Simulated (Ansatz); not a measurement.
Be:
```xyz
2
Lattice="2.2627 0.0000 0.0000 -1.1313 1.9595 0.0000 0.0000 0.0000 3.5667" Properties=species:S:1:pos:R:3 pbc="T T T"
Be     0.0000     1.3064     2.6750
Be     1.1313     0.6532     0.8917
```

Relaxed with PBE. Special points in fractions of this cell's reciprocal vectors: Γ (0.000, 0.000, 0.000); M (0.500, 0.000, 0.000); K (0.333, 0.333, 0.000); A (0.000, 0.000, 0.500); L (0.500, 0.000, 0.500); H (0.333, 0.333, 0.500).

Problem. List the band energies nearest the Fermi level at these points for plane-wave PAW PBE (Ansatz code).

Solution. In eV from the Fermi level; about four levels below and three above (degenerate sets whole), none deeper than 8.9 eV; … stands for higher levels left out; points with the same levels are listed once.

| k | below | above |
|---|---|---|
| Γ | -4.49 | 1.05 … |
| M | -5.05 -3.17 | 3.59 6.45 … |
| K | -2.51 -1.04 -1.04 | … |
| A | – | 10.63 10.63 … |
| L | -3.66 -3.66 | 1.53 1.53 … |
| H | -1.17 -1.17 | 0.32 0.32 … |

Space group P6_3/mmc (hcp (Mg type)). Symmetry was held in the PBE relaxation.

Potentials: the later of the program's two PAW sets.
